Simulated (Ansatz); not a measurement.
Ba5Hf2N6: ¹⁴N nuclear quadrupole resonance

Cell: a Materials Project structure (computed, not necessarily an observed phase).

Space group C2/c (No. 15); a = 11.2666, b = 7.4759, c = 14.9641 Å, β = 96.36°.

```
site  Wyckoff  site symmetry       x       y       z
 Ba1       8f              1  0.5392  0.2303  0.9790
 Ba5       8f              1  0.1548  0.9510  0.7059
 Ba9       4e              2  0.5000  0.9081  0.7500
  Hf       8f              1  0.7756  0.1278  0.5772
 N15       8f              1  0.9396  0.0208  0.6207
 N19       8f              1  0.6454  0.0999  0.6621
 N23       8f              1  0.3009  0.9016  0.5562
```

One atom of each set is listed; the run and its k-mesh use a cell of 26 atoms with edges of 6.76, 6.76, 14.96 Å.

Method: Kohn–Sham DFT in Ansatz, r2SCAN, plane waves and PAW, scalar-relativistic, 500 eV cutoff, Γ-centred 5×5×2 k-points, Fermi–Dirac smearing 0.02 eV.

¹⁴N: I = 1, Q = 20.44 mb (year-2017 value). Static lattice, zero field.

Question: At which frequencies do the ¹⁴N NQR lines lie?

Answer: For I = 1 the lines are ν± = (3/4)|C_Q|(1 ± η/3) and ν₀ = |C_Q|η/2.

```json
{"site": "N15", "atoms": "4", "V_zz (10²¹ V/m²)": "-4.06", "C_Q (MHz)": "-2.01", "η": "0.49", "line frequencies (MHz)": "0.492, 1.26, 1.75"}
{"site": "N19", "atoms": "4", "V_zz (10²¹ V/m²)": "-3.35", "C_Q (MHz)": "-1.66", "η": "0.62", "line frequencies (MHz)": "0.514, 0.985, 1.50"}
{"site": "N23", "atoms": "4", "V_zz (10²¹ V/m²)": "1.76", "C_Q (MHz)": "0.872", "η": "0.44", "line frequencies (MHz)": "0.191, 0.558, 0.749"}
```

At N15 and N19 V_zz points along its bond to Hf (within 9°) in each case.

Without spin–orbit coupling the gradients at and beside Hf can be off by some per cent, at some sites by more.
